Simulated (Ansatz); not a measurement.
## Data sheet: SiO₂ (DFT)

SiO₂:
```xyz
6
Lattice="2.8254 0.0000 0.0000 0.0000 2.8254 0.0000 0.0000 0.0000 8.1884" Properties=species:S:1:pos:R:3 pbc="T T T"
Si     0.0000     0.0000     0.0000
Si     1.4127     1.4127     4.0942
O      0.0000     1.4127     0.8356
O      0.0000     1.4127     4.9298
O      1.4127     0.0000     3.2586
O      1.4127     0.0000     7.3528
```

Space group P4_2/nmc (No. 137); conventional cell a = b = 2.8254 Å, c = 8.1884 Å, α = β = γ = 90.00°.

Method: r²SCAN in the plane-wave PAW code Ansatz. Geometry: relaxed at this level of theory. Other levels are named where they apply.

### Cell and energy

```json
{
 "volume_per_atom": "10.89 Å³",
 "density": "3.05 g/cm³",
 "Formation energy from the elements (no fitted shifts)": "-2.75 eV/atom"
}
```

### Electronic structure

```json
{
 "band_gap": "5.93 eV (indirect)",
 "valence_band_maximum": "on the M–Γ line, 47 % of the way from M",
 "conduction_band_minimum": "at Γ",
 "smallest_direct_gap_on_the_standard_path": "6.30 eV",
 "electron_effective_mass": "0.41, 0.41, 0.65 mₑ (principal values)",
 "hole_effective_mass": "1.6, 3.1, 4.5 mₑ (principal values)",
 "HSE06 gap on the r²SCAN cell": "7.09 eV"
}
```

### Mechanics

```json
{
 "Bulk modulus (Birch–Murnaghan fit)": "27.4 GPa",
 "Pressure derivative B′": "13.4",
 "Elastic constants (relaxed ions, GPa)": "C11 = 431, C12 = -32.3, C13 = 24.7, C33 = 27.3, C44 = 18.3, C66 = 58.1",
 "mechanical_stability": "stable (all eigenvalues of C positive)"
}
```

### Charges

```json
{
 "bader_charges": "Si +3.33, O -1.66 e"
}
```

The cell is a constructed one: a structure type filled with these elements; neither database checked (COD, Materials Project) lists it. It is not the phase usual at ambient conditions (space group No. 92, 152, 154). Symmetry was held in the r²SCAN relaxation; its stability against distortions is not shown here. The references are the lowest solids computed at this level, not always the standard phases (solids in place of the gases).

Potentials: the later of the program's two PAW sets.
